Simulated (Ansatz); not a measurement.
## What DFT gives for ZrSi₄

```
Si Zr
1.0
     0.00000    4.28944    0.00000
     4.97322   -2.14472    0.00000
    -1.32458    2.14472   -7.48081
Si Zr
8 2
Direct
  0.40451 0.25814 0.44912
  0.59549 0.74186 0.55088
  0.15147 0.26137 0.95843
  0.84853 0.73863 0.04157
  0.12513 0.92911 0.67885
  0.87487 0.07089 0.32115
  0.55169 0.21847 0.11509
  0.44831 0.78153 0.88491
  0.18161 0.65051 0.28729
  0.81839 0.34949 0.71271
```

Method: PBE, no spin polarisation; PAW, plane waves to 420 eV, 5×5×5 Γ-centred mesh, fermi-dirac occupations (width 0.1 eV) (Ansatz 0.2.0), atoms fixed.

**Question.** Which atom feels the largest force, and which way?

**Answer.** The largest is on Si7 (and as large on other atoms): 0.70 eV/Å, components (0.69, 0.00, 0.07). It makes 77° with the line to a nearest neighbour, Si3 at 2.48 Å.

**Question.** What is the formation energy?

**Answer.** 0.08 eV an atom against the elements' usual phases (free molecules for gases, crystals otherwise, with no correction for O₂ or N₂), so at this geometry it isn't bound against them. Relaxing would lower it.

**Question.** How is the charge shared?

**Answer.** Bader charges in e: Zr +1.39, Si -0.44 to -0.15. In the mean Zr gives up most and Si takes most.

**Question.** Is the cell too large or too small?

**Answer.** The pressure is -0.8 GPa (compression positive), so with the atoms held at these fractions the cell would first shrink. The principal stresses -7.2, -1.1, 5.8 GPa differ, so its shape would change too.

**Question.** Metal or insulator?

**Answer.** It is a metal, with about 5.3 states/eV a cell as the mean within 0.25 eV of the Fermi level, mostly Si p (40 %), Zr d (37 %) and Si s (14 %).

Origin: a known structure type with other elements, at an estimated volume, so it need not be a known compound. Caveats: the k mesh is coarse if the cell is a metal.
